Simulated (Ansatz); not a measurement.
KCd (CsCl type) from its elements: all-electron against pseudopotential results

```yaml
crystal:
  lattice:
    - [4.34282, 0.00000, 0.00000]
    - [0.00000, 4.34282, 0.00000]
    - [0.00000, 0.00000, 4.34282]
  atoms:
    - { symbol: K, position: [0.00000, 0.00000, 0.00000] }
    - { symbol: Cd, position: [0.50000, 0.50000, 0.50000] }
```

The cell comes from a relaxation on PAW files under the same functional, begun from a prototype that needn't be the stable phase.

Level of theory: DFT with PBE, scalar-relativistic, in Ansatz 0.2.0; a Γ-centred 9×9×9 k mesh, Fermi–Dirac smearing of 0.05 eV, no spin polarisation. LAPW: all electrons, basis error target 0.5 meV/atom; PAW: frozen-core files, cutoff 420 eV.

The elements are taken as Cd hcp, K bcc, each relaxed on PAW files under the same functional and computed by the same method as the compound; zero-point and thermal terms are left out.

(1) What is the formation energy by LAPW, and how far do the other methods lie from it?

(2) Give the LAPW value for one formula unit in kJ/mol.

(3) What Bader charges does the PAW density give?

Answers

(1) 0.002 eV/atom; PAW +0.1 meV/atom. The compound is unstable against these elements; other compounds of the system weren't compared.

(2) 0.002 eV/atom × 2 atoms × 96.485 kJ/(mol·eV) = 0.4 kJ/mol, at zero temperature and without zero-point motion.

(3) K1 +0.65 e, Cd2 -0.65 e.
